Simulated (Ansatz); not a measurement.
Be:
```
CELL_PARAMETERS angstrom
      0.00000     1.57927     1.57927
      1.57927     0.00000     1.57927
      1.57927     1.57927     0.00000
ATOMIC_POSITIONS crystal
  Be 0.00000 0.00000 0.00000
```

Relaxed with r²SCAN.

### Question
Tabulate the valence density and the electron localisation function along the shortest Be–Be contact (2.23 Å), r²SCAN in the plane-wave PAW code Ansatz.

### Answer


```csv
distance from Be (Å),density (e/Å³),ELF
0.22,0.10,0.00
0.34,0.15,0.01
0.45,0.20,0.05
0.56,0.24,0.16
0.67,0.26,0.32
0.78,0.27,0.47
0.89,0.27,0.56
1.01,0.27,0.60
1.12,0.27,0.62
1.23,0.27,0.60
1.34,0.27,0.56
1.45,0.27,0.47
1.56,0.26,0.32
1.68,0.24,0.16
1.79,0.20,0.05
1.90,0.15,0.01
2.01,0.10,0.00
```

The density is the valence pseudo-density with augmentation charge, so density and ELF within about 1 Å of a nucleus are not all-electron values.

Space group Fm-3m (fcc (Cu type)). The start of the workflow was typed in or built on a structure type; neither database checked (COD, Materials Project) lists it. It is not the phase usual at ambient conditions (space group No. 194). Symmetry was held in the r²SCAN relaxation; whether a distortion lowers the energy is not shown.

Potentials: the later of the program's two PAW sets.
